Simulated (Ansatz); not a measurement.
NaAu$_{2}$ (cubic Laves (MgCu2 type), Fd-3m), PBE in the plane-wave PAW code Ansatz, all energies at zero smearing, with the estimated change up to a 700 eV cutoff added, with one set of potentials and settings (totals compare only within such a set). Cell of 6 atoms (2 Na, 4 Au): -55572.365 eV.

| element | reference phase | E (eV/atom) |
|---|---|---|
| Na | P6_3/mmc, 2 atoms in the cell | -1486.4171 |
| Au | Fm-3m, 1 atoms in the cell | -13149.3277 |

Formation energy per atom, worked out: (-55572.365 − 2×(-1486.4171) − 4×(-13149.3277))/6 = -0.370 eV/atom (-36 kJ per mol of atoms), at 0 K, without zero-point energy or fitted corrections.

The workflow started from a Materials Project entry (that database holds measured and hypothetical structures alike); the Crystallography Open Database files this formula in space group No. 227, but the cells were not matched. Its standing as an ambient phase is unchecked. The PBE relaxation kept the symmetry of its start; of distortions, only those at the zone centre were tested. The references are the lowest solids computed at this level, not always the standard phases. Scalar-relativistic: spin–orbit coupling is off unless named, which matters more the heavier the elements.

Potentials: the later of the program's two PAW sets.
